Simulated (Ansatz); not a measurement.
Level of theory: Ansatz 0.2.0, DFT PBE, scalar-relativistic, plane waves, PAW. Settings: cutoff 420 eV, Γ-centred meshes spaced at most about 0.3 Å⁻¹, and about 0.25 Å⁻¹ or finer for metals (2π included), Gaussian smearing. No spin polarisation in the final relaxations.

All energies are static (0 K, no zero-point motion).

Two forms of AlGa₂As₃ were relaxed alike.

A.

```xyz
6
Lattice="3.3718 0.0000 0.0000 0.0000 3.3718 0.0000 0.0000 0.0000 11.0479" Properties=species:S:1:pos:R:3 pbc="T T T"
Al    1.6859    1.6859    0.0000
Ga    1.6859    1.6859    3.8451
Ga    1.6859    1.6859    7.2028
As    0.0000    0.0000    9.7480
As    0.0000    0.0000    1.2999
As    0.0000    0.0000    5.5240
```

B.

```xyz
6
Lattice="-1.9053 3.7977 4.7221 1.9053 -3.7977 4.7221 1.9053 3.7977 -4.7221" Properties=species:S:1:pos:R:3 pbc="T T T"
Al    1.9053    0.0000    0.0000
Ga    0.0000    0.0000    2.0454
Ga    0.0000    0.0000    7.3987
As    0.0000    1.8209    0.0000
As    0.0000    5.7745    0.0000
As    0.0000    0.0000    4.7221
```

Question: Which would you expect to be lower, and how large is the difference?

Answer: A is lower, by 8 meV/atom. A has Al and Ga ordered on caesium chloride sites, space group P4/mmm (No. 123), 20.9 Å³/atom and no gap on its mesh; B has space group Immm (No. 71), 22.8 Å³/atom and no gap. Counting As atoms around Al and Ga (those within 1.25 times the shortest such distance or 1.15 times the sum of covalent radii; a plus sign parts nearer from farther groups; the shortest distance is added where it is long for a bond), A has Al 8, Ga 4+4 from 2.9 Å and B has Al 4, Ga 3. A holds As–As pairs (shortest 2.60 Å); in B the shortest As–As distance is 2.75 Å, near bonding range too. The denser one is the lower, and pressure would at first widen the difference. Even the lower one lies +0.13 eV/atom against the reference forms of the elements (uncorrected), so neither is stable at this level. In A, around Al lie 8 As at 2.72 Å, 4 Al at 3.37 Å and 2 Ga at 3.85 Å; Ga is surrounded by 4 As at 2.92 Å, 5 Ga at 3.36–3.37 Å, 4 As at 3.49 Å and 1 Al at 3.85 Å; As on a site of symmetry 4mm has 1 As at 2.60 Å, 4 Al at 2.72 Å, 4 As at 3.37 Å and 4 Ga at 3.49 Å; 1 more site not described. In B, Al has 4 As at 2.64 Å and 4 Ga at 2.80 Å; Ga has 3 As at 2.68–2.74 Å and 2 Al at 2.80 Å; As on a site of symmetry m2m is surrounded by 2 Al at 2.64 Å, 2 Ga at 2.74 Å and 2 As at 2.75 Å; 1 more site not described. Both come from invented guesses.

For metals, differences of a few meV/atom aren't resolved. No dispersion correction is applied, so the spacing and binding between layers, chains or molecules are poorly described (P4/mmm), and this can change margins and order among such cells. Cells relaxed within their symmetry can be saddle points.
